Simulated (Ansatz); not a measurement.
Relaxed CsPbCl₃ (cubic perovskite):

```
CsPbCl3
1.0
    5.67354     0.00000     0.00000
    0.00000     5.67354     0.00000
    0.00000     0.00000     5.67354
Cs Pb Cl
1 1 3
Direct
  0.00000   0.00000   0.00000
  0.50000   0.50000   0.50000
  0.00000   0.50000   0.50000
  0.50000   0.50000   0.00000
  0.50000   0.00000   0.50000
```

In each cell atom 1 (Cs, nearest neighbour Cl at 4.012 Å; its periodic images, 5.7 Å or more away, move with it) moves by s·(1.000, 0.000, 0.000) (along Cartesian x), the rest being held.

Level of theory: r2SCAN (plane waves to 500 eV, PAW, scalar-relativistic; Ansatz, a program for electronic structure). k mesh 5×5×5 (Γ-centred), Fermi-Dirac smearing 0.05 eV. E stands for the smeared free energy. CsPbCl3 was relaxed with its symmetry unable to fall. Spin-orbit coupling is left out, though Pb is heavy. The PAW data are Ansatz's earlier set. This is a high-temperature form of CsPbCl3. ΔE is measured from the undisplaced structure.

Successive frames, forces in eV/Å:

```
frame         ΔE (meV/cell)                F on Cs1                F on Pb2                F on Cl3                F on Cl4                F on Cl5
------------  -------------  ----------------------  ----------------------  ----------------------  ----------------------  ----------------------
s = -0.160 Å            2.0   (0.026, 0.000, 0.000)  (-0.039, 0.000, 0.000)  (-0.017, 0.000, 0.000)   (0.015, 0.000, 0.000)   (0.015, 0.000, 0.000)
s = 0.000 Å             0.0   (0.000, 0.000, 0.000)   (0.000, 0.000, 0.000)   (0.000, 0.000, 0.000)   (0.000, 0.000, 0.000)   (0.000, 0.000, 0.000)
s = 0.160 Å             2.0  (-0.026, 0.000, 0.000)   (0.039, 0.000, 0.000)   (0.017, 0.000, 0.000)  (-0.015, 0.000, 0.000)  (-0.015, 0.000, 0.000)
s = 0.320 Å             9.1  (-0.065, 0.000, 0.000)   (0.077, 0.000, 0.000)   (0.034, 0.000, 0.000)  (-0.023, 0.000, 0.000)  (-0.023, 0.000, 0.000)
```

Task: What are the energy and the forces in the next frame, s = 0.480 Å?

Result: ΔE (meV/cell) = 24.0.

| atom | Fx | Fy | Fz |
|---|---|---|---|
| Cs1 | -0.127 | 0.000 | 0.000 |
| Pb2 | 0.114 | 0.000 | 0.000 |
| Cl3 | 0.050 | 0.000 | 0.000 |
| Cl4 | -0.019 | 0.000 | 0.000 |
| Cl5 | -0.019 | 0.000 | 0.000 |

(For displaced atoms, the force is minus the slope of the energy, and its curvature is a force constant, which sets phonon frequencies.)
